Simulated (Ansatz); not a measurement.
## Fields on a plane of HgTe (zinc blende)

```
HgTe
1.0
    0.00000     3.32535     3.32535
    3.32535     0.00000     3.32535
    3.32535     3.32535     0.00000
Te Hg
1 1
Direct
  0.75000   0.75000   0.75000
  0.00000   0.00000   0.00000
```

The slice is a {100} plane (indices of the conventional cell) through the point (0.750, 0.750, 0.750) (fractional), spanned by u = [100] and v = [0 1 -1] in vectors of this cell: u (4.70 Å) and v (4.70 Å, at 90° to u). It covers one period; positions are fractions (u, v).

Atoms on it: Te at (0.00, 0.00).

The numbers are results of PBE (plane waves to 420 eV, PAW, scalar-relativistic; Ansatz, a program for electronic structure), not measurements. k mesh 12×12×12. Near the nuclei the fields are pseudised (PAW); where an atom keeps semicore shells as valence, they peak there. At this level the bands of HgTe touch or barely overlap. HgTe was relaxed with its symmetry unable to fall. Spin-orbit coupling is left out, though Hg and Te are heavy. The PAW data are Ansatz's earlier set. The relaxed volume of HgTe is well above the measured one; the method has no dispersion term.

```
|@@@%#*++==---------==++*#%@@|
|@@%%#*++==---------==++*#%%@|
|%%%#*++===---------===++*#%%|
|###*+++==---:::::---==+++*##|
|***+++==---:::::::---==+++**|
|+++++==---:::::::::---==++++|
|+++===---:::::.:::::---===++|
|=====---:::.......:::---====|
|====---:::.........:::---===|
|------:::....   ....:::-----|
|-----:::...       ...:::----|
|----::::...       ...::::---|
|----:::...         ..::::---|
|----:::...         ...:::---|
|----:::...         ..::::---|
|----::::...       ...::::---|
|-----:::...       ...:::----|
|------:::....   ....:::-----|
|====---:::.........:::---===|
|=====---:::.......:::---====|
|+++===---:::::.:::::---===++|
|+++++==---:::::::::---==++++|
|***+++==---:::::::---==+++**|
|###*+++==---:::::---==+++*##|
|%%%#*++===---------===++*#%%|
|@@%%#*++==---------==++*#%%@|
|@@@%#*++==---------==++*#%@@|
|@@@%#*++==---------==++*#%@@|
```
Scale: ten equal steps from -2.33 (start of ' ') to 1.28 (end of '@'), in the order ' .:-=+*#%@'. Values: log₁₀ of the valence density in e/Å³. The map has 28 points along u (one character each, u = 0 at the left) and 28 along v (v = 0 in the bottom row). The scale is logarithmic, as a density can span decades between atoms and voids.

```
|xxx:=*%@@#+-:::::-+#@@%*=:xx|
|xxx-+#%@@#+-:::::-+#@@%#+-xx|
|.:-+*#@@@#=-:::::-=#@@@#*+-:|
|==+*#%@@%*=::...::=*%@@%#*+=|
|**##%@@@#+-:.....:-+#@@@%##*|
|%%%@@@@%*=:.......:=*%@@@@%%|
|@@@@@@%*=-..     ..-=*%@@@@@|
|@@@@%#*=-:.       .:-=*#%@@@|
|%###*+=-:.         .:-=+*###|
|+++==-:..           ..:-==++|
|----::..             ..::---|
|:::::..               ..::::|
|::::...               ...:::|
|::::...               ...:::|
|::::...               ...:::|
|:::::..               ..::::|
|----::..             ..::---|
|+++==-:..           ..:-==++|
|%###*+=-:.         .:-=+*###|
|@@@@%#*=-:.       .:-=*#%@@@|
|@@@@@@%*=-..     ..-=*%@@@@@|
|%%%@@@@%*=:.......:=*%@@@@%%|
|**##%@@@#+-:.....:-+#@@@%##*|
|==+*#%@@%*=::...::=*%@@%#*+=|
|.:-+*#@@@#=-:::::-=#@@@#*+-:|
|xxx-+#%@@#+-:::::-+#@@%#+-xx|
|xxx:=*%@@#+-:::::-+#@@%*=:xx|
|xxx.=*%@@%+-:::::-+%@@%*=.xx|
```
Scale: ten equal steps from 0.00 (start of ' ') to 0.64 (end of '@'), in the order ' .:-=+*#%@'. Values: electron localisation function (ELF). The map has 28 points along u (one character each, u = 0 at the left) and 28 along v (v = 0 in the bottom row). Points within 0.5 Å of a nucleus are blanked (x), as the pseudised field means little there.
